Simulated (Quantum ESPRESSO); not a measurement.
# One change at a time to Os2PdRhW4

These are calculations, not measurements. They come from Quantum ESPRESSO 7.5, a public plane-wave density functional program. Each row is one single-point run on a made-up periodic cell of eight metal atoms, with elements, volume, strain and displacements drawn at random and not relaxed, so a cell may be unstable or far from any real phase. There is no spin polarisation or spin-orbit coupling.

Settings: PBE unless stated; PseudoDojo standard norm-conserving files; Fermi-Dirac width 0.25 eV, which means electrons at about 2900 K; cutoff 1197 eV; 8 x 5 x 3 k mesh shifted half a step off Gamma. E is the free energy of the whole cell (internal energy minus TS), so a -TS column is already part of it. Stress is positive in tension, and the pressure P is minus a third of its trace.

Checks: one run of this series was repeated at a higher cutoff and on a denser mesh, which moved values by no more than 0.002 eV, 0.11 GPa and 0.013 eV/Å, and a second program with other atomic files agreed on it to 2 % rms in force and 0.5 GPa in pressure. Known limits: heavy elements are run without spin-orbit coupling, which real alloys of them have; a spin test at this wide smearing found no moment, but such smearing suppresses magnetism that the real alloy may have.

The lattice is face-centred cubic, and the cell vectors in Å are (-0.007, -1.957, -1.978); (-4.050, 2.016, -2.051); (5.955, 5.923, -3.986), a volume of 126.65 Å³ in run 1. The elements on sites 1 to 8 are W Os Pd W Os Rh W W. Each later run makes one change to run 1 and keeps the rest. E is counted from run 1, and is n/a where other atomic files have another zero of energy.

| run | change | V (Å³) | P (GPa) | -TS (eV) | rms force (eV/Å) | largest change of a force component (eV/Å) | E (eV) |
|---|---|---|---|---|---|---|---|
| 1 | none | 126.65 | -4.70 | -1.607 | 0.900 | 0.000 | 0.000 |
| 2 | sites 3 and 5 exchanged | 126.65 | -5.47 | -1.649 | 0.875 | 0.832 | 0.323 |
| 3 | all lengths scaled by -0.74 % | 123.86 | 1.40 | -1.562 | 0.985 | 0.204 | ? |
| 4 | LDA in place of PBE | 126.65 | -19.29 | -1.617 | 0.805 | 0.258 | n/a |
| 5 | Al on site 5 | 126.65 | -3.94 | -1.486 | 0.949 | 0.346 | n/a |
| 6 | site 8 moved by +0.22 Å along z | 126.65 | -4.92 | -1.583 | 0.793 | 1.710 | 0.006 |

## Worked estimate

Along a uniform scaling dE = -P dV. The mean of the two pressures is -1.650 GPa and the volume changes by -2.79 Å³, with 160.2 GPa to one eV/Å³. The same two rows give -V dP/dV = 274 GPa for this cell with clamped atoms, which is not the bulk modulus of a real alloy.

## Withheld value

Question: what E should run 3 give?

The estimate is -0.029 eV. The calculation gave -0.030 eV.
